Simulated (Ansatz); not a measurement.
A relaxed cell of Li₄C is given with its symmetry left out. The cell was found from a structure generator's guess, not taken from experiment.

All numbers below come from DFT PBE, scalar-relativistic, plane waves, PAW in Ansatz. Cutoff 420 eV, Γ-centred mesh, Gaussian smearing, no spin polarisation.

```
Li C
1.0
    -2.05391    2.05391    3.98461
     2.05391   -2.05391    3.98461
     2.05391    2.05391   -3.98461
Li C
4 1
Direct
  0.75646 0.75646 0.00000
  0.24354 0.24354 0.00000
  0.00000 0.50000 0.50000
  0.50000 0.00000 0.50000
  0.50000 0.50000 0.00000
```

Energies over the elements count from the elements' standard structures at the same level, with no fitted energy shifts.

Q: What space group does it have?

A: I4/mmm (No. 139). Conventional cell: a = 4.108 Å, c = 7.969 Å. Li on a site of symmetry 4mm has 1 C at 2.04 Å and 12 Li at 2.83–2.91 Å; around Li on a site of symmetry mmm lie 2 C at 2.05 Å and 12 Li at 2.83–2.90 Å; C is surrounded by 6 Li at 2.04–2.05 Å.

Q: How far does it lie from the elements in energy?

A: +0.28 eV/atom. It can't be a ground state, since the elements alone are lower.

Q: Is it a metal?

A: There is no gap on the 14×14×14 mesh, but valence and conduction bands overlap by only 0.13 eV, so at this level it is a semimetal.

The last run used a 14×14×14 mesh for its 5-atom cell and Gaussian smearing of 0.10 eV. The zero gap may come from the functional, which often closes small gaps. The reference form of C is held partly by dispersion forces, which this level lacks. Symmetry constrained the relaxation, so the result can be a saddle point.
